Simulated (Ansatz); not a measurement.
Rocksalt alloy of PbSe and PbTe (4 of 32 Se sites exchanged), 64 atoms

Level of theory: DFT, PBEsol, PAW, plane waves (Ansatz).

Command:

```sh
ansatz run in.yaml --threads 4 --pin off --max-ram 42750MiB --runs-dir r --events-out ev --progress --plain --backend cuda --devices 0, --max-vram 37GiB
```

The input less its lattice and atoms:

```yaml
crystal:
  symmetry: { detect: false }
kpoints:
  mp_grid: { grid: [1, 1, 1], shift: [0.25, 0.25, 0.25] }
hamiltonian:
  xc: pbesol
scf:
  occupations: { method: fermi_dirac, width: 0.01 }
relax:
  f_tol: 0.03
  max_steps: 80
  escape_saddle: false
  adjacent_minimum: "off"
  cell: { fix: [shape] }
output:
  forces: true
  eigenvalues: true
  populations: true
```

Start:

```
Se Te Pb
1.0
    12.28160    0.00000    0.00000
     0.00000   12.28160    0.00000
     0.00000    0.00000   12.28160
Se Te Pb
28 4 32
Direct
  0.24851 0.00086 0.00201
  0.24925 0.99821 0.49714
  0.24850 0.49713 0.99719
  0.75060 0.00134 0.00096
  0.75249 0.00126 0.50099
  0.75049 0.49920 0.99674
  0.75309 0.50056 0.50128
  0.00257 0.24938 0.00100
  0.99887 0.25085 0.50084
  0.99796 0.75103 0.00151
  0.99879 0.74843 0.50026
  0.49906 0.25088 0.00081
  0.50301 0.74805 0.99835
  0.49886 0.74821 0.50095
  0.00111 0.99903 0.24782
  0.99948 0.00075 0.74996
  0.00028 0.49825 0.25076
  0.00033 0.49904 0.75184
  0.49999 0.99831 0.25055
  0.49989 0.00188 0.75007
  0.50083 0.50112 0.74823
  0.24710 0.25140 0.75185
  0.24985 0.74988 0.24681
  0.24800 0.74660 0.74737
  0.74793 0.24886 0.25025
  0.74768 0.25203 0.74840
  0.75116 0.74663 0.24850
  0.74726 0.75145 0.74590
  0.24969 0.49970 0.49975
  0.49968 0.25039 0.49882
  0.49858 0.49843 0.24923
  0.25374 0.25150 0.25078
  0.00239 0.99894 0.00030
  0.00341 0.99922 0.50214
  0.00319 0.50052 0.00041
  0.00055 0.50121 0.49988
  0.49987 0.00165 0.99928
  0.50046 0.99984 0.50049
  0.50036 0.49742 0.00048
  0.49900 0.50147 0.50254
  0.24861 0.25013 0.99988
  0.24959 0.25141 0.50054
  0.24886 0.74862 0.99888
  0.24745 0.74931 0.50143
  0.74729 0.25128 0.00170
  0.74540 0.24902 0.50205
  0.74860 0.74710 0.99766
  0.74991 0.74799 0.50271
  0.25057 0.99931 0.24704
  0.25408 0.00020 0.75221
  0.24833 0.50265 0.25381
  0.25033 0.50078 0.74583
  0.75341 0.99801 0.24729
  0.74933 0.99851 0.74767
  0.75106 0.49869 0.25039
  0.75270 0.49976 0.74928
  0.99825 0.24935 0.24820
  0.00052 0.25291 0.74741
  0.00184 0.75176 0.25005
  0.00126 0.75191 0.75071
  0.50033 0.25033 0.24848
  0.50191 0.25011 0.74879
  0.50003 0.74963 0.25147
  0.49640 0.74927 0.75043
```

Steps:

| step | energy less the first (eV) | largest force component (eV/Å) | pressure (GPa) |
| --- | --- | --- | --- |
| start | 0.000 | 0.807 | 0.27 |
| 1 | -0.591 | 0.262 | -0.25 |
| 2 | -0.692 | 0.012 | 0.04 |
| 3 | -0.692 | 0.012 | 0.04 |

A structure on the way, about -0.69 eV from the start:

```
Se Te Pb
1.0
    12.28713    0.00000    0.00000
     0.00000   12.28713    0.00000
     0.00000    0.00000   12.28713
Se Te Pb
28 4 32
Direct
  0.25012 0.99955 0.99938
  0.24992 0.99883 0.50014
  0.24970 0.50023 0.99871
  0.75023 0.99958 0.99949
  0.75072 0.99875 0.49957
  0.75057 0.49967 0.99879
  0.75047 0.49964 0.49965
  0.99963 0.24993 0.99931
  0.99861 0.24960 0.50011
  0.99953 0.75004 0.99959
  0.99883 0.75045 0.49969
  0.50052 0.24940 0.99875
  0.49974 0.75025 0.99893
  0.49971 0.75047 0.49977
  0.99984 0.99954 0.24973
  0.99977 0.99968 0.74983
  0.99879 0.50024 0.24950
  0.99902 0.49975 0.75025
  0.50060 0.99867 0.24955
  0.49985 0.99889 0.75034
  0.49991 0.49983 0.75029
  0.24919 0.24927 0.75109
  0.24920 0.75121 0.24893
  0.24955 0.75017 0.74994
  0.75109 0.24881 0.24910
  0.75011 0.24957 0.75005
  0.75008 0.74974 0.24946
  0.74956 0.74963 0.74946
  0.24979 0.49951 0.49940
  0.49934 0.24980 0.49939
  0.49937 0.49927 0.24959
  0.25037 0.25040 0.25031
  0.00040 0.00005 0.00035
  0.99971 0.99924 0.50049
  0.99968 0.50016 0.99952
  0.99395 0.50080 0.50097
  0.50053 0.99924 0.99947
  0.50123 0.99372 0.50106
  0.50126 0.50071 0.99366
  0.50709 0.50665 0.50656
  0.25003 0.25013 0.99431
  0.24230 0.24238 0.50809
  0.24994 0.75087 0.99931
  0.24918 0.75593 0.50008
  0.75087 0.24963 0.99906
  0.75570 0.24860 0.49969
  0.75000 0.74974 0.99936
  0.75057 0.75022 0.49975
  0.25062 0.99425 0.25032
  0.25041 0.99983 0.75122
  0.24276 0.50809 0.24233
  0.24929 0.50049 0.75573
  0.75131 0.99886 0.24947
  0.75027 0.99976 0.74974
  0.75615 0.49984 0.24882
  0.75073 0.50013 0.75013
  0.99428 0.24994 0.24993
  0.99916 0.25007 0.75071
  0.99976 0.75096 0.24998
  0.00008 0.75051 0.75027
  0.50813 0.24225 0.24251
  0.50015 0.24929 0.75582
  0.50061 0.75576 0.24912
  0.50007 0.75048 0.75039
```

End:

```
Se Te Pb
1.0
    12.28713    0.00000    0.00000
     0.00000   12.28713    0.00000
     0.00000    0.00000   12.28713
Se Te Pb
28 4 32
Direct
  0.25013 0.99955 0.99938
  0.24992 0.99883 0.50014
  0.24970 0.50023 0.99871
  0.75023 0.99958 0.99948
  0.75072 0.99875 0.49957
  0.75057 0.49967 0.99880
  0.75047 0.49964 0.49965
  0.99962 0.24993 0.99931
  0.99861 0.24960 0.50011
  0.99954 0.75005 0.99959
  0.99882 0.75045 0.49970
  0.50051 0.24940 0.99875
  0.49974 0.75025 0.99893
  0.49971 0.75047 0.49977
  0.99984 0.99954 0.24973
  0.99977 0.99968 0.74984
  0.99879 0.50024 0.24951
  0.99903 0.49975 0.75025
  0.50060 0.99867 0.24956
  0.49985 0.99889 0.75034
  0.49990 0.49983 0.75029
  0.24919 0.24927 0.75109
  0.24920 0.75121 0.24892
  0.24955 0.75017 0.74994
  0.75110 0.24880 0.24910
  0.75011 0.24957 0.75006
  0.75008 0.74973 0.24946
  0.74957 0.74963 0.74946
  0.24979 0.49951 0.49940
  0.49934 0.24980 0.49939
  0.49937 0.49927 0.24959
  0.25037 0.25040 0.25031
  0.00040 0.00004 0.00035
  0.99971 0.99924 0.50049
  0.99968 0.50016 0.99952
  0.99395 0.50080 0.50097
  0.50053 0.99924 0.99947
  0.50124 0.99372 0.50106
  0.50126 0.50071 0.99366
  0.50709 0.50665 0.50656
  0.25003 0.25013 0.99431
  0.24230 0.24239 0.50809
  0.24995 0.75087 0.99931
  0.24918 0.75593 0.50008
  0.75086 0.24963 0.99906
  0.75570 0.24860 0.49970
  0.75000 0.74974 0.99937
  0.75058 0.75022 0.49975
  0.25062 0.99425 0.25032
  0.25041 0.99983 0.75123
  0.24276 0.50809 0.24233
  0.24929 0.50050 0.75573
  0.75131 0.99886 0.24947
  0.75027 0.99976 0.74974
  0.75615 0.49984 0.24882
  0.75073 0.50013 0.75013
  0.99428 0.24994 0.24993
  0.99916 0.25008 0.75071
  0.99975 0.75096 0.24998
  0.00008 0.75051 0.75027
  0.50812 0.24224 0.24252
  0.50015 0.24928 0.75581
  0.50060 0.75575 0.24912
  0.50007 0.75048 0.75039
```

The run converged.

Time: 8 s of wall time on one NVIDIA H100 with 4 processor threads, on a host shared with other runs; peak host memory 1.8 GiB.

Task: How much energy did the relaxation gain, and which atom moved most?

Result: 0.69 eV in 3 steps, from a start with small random displacements; atom 51 (Pb) moved 0.17 Å, the median atom 0.04 Å (drift of the whole cell removed).
